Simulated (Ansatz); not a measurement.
## Kick test of a cell of Y3ScO6

It was reached by relaxing an invented guess, and it needn't be the stable form of this composition.

Theory: DFT PBE, scalar-relativistic, plane waves, PAW (Ansatz 0.2.0). Plane waves to 420 eV, a k mesh through Γ of 6×6×6 on the computed 10-atom cell and Gaussian smearing (0.02 eV); no spin polarisation.

The cell below (10 atoms, space group R3m (No. 160)) is relaxed within its symmetry.

```
Y Sc O
1.0
     1.81711    1.04911   12.10918
    -1.81711    1.04911   12.10918
     0.00000   -2.09821   12.10918
Y Sc O
3 1 6
Direct
  0.16058 0.16058 0.16058
  0.32538 0.32538 0.32538
  0.90920 0.90920 0.90920
  0.74772 0.74772 0.74772
  0.08930 0.08930 0.08930
  0.25659 0.25659 0.25659
  0.80709 0.80709 0.80709
  0.97156 0.97156 0.97156
  0.69368 0.69368 0.69368
  0.53079 0.53079 0.53079
```

For the test it was strained at random (σ = 1.5 % a component), the atoms were moved at random (σ = 0.10 Å), and all was relaxed again on a coarse 6×6×6 mesh (in the run’s order of axes) with 0.10 eV smearing, with no symmetry imposed.

Question: What happens?

Answer: It returns, within 1 meV/atom of the unmoved cell on that mesh and with the same symmetry when read at 0.1 Å (Cm at 0.01 Å, so small strains and shifts remain). So it is stable against the distortions that fit this cell and that this random move excites. Modes that don't fit the cell aren't tested.
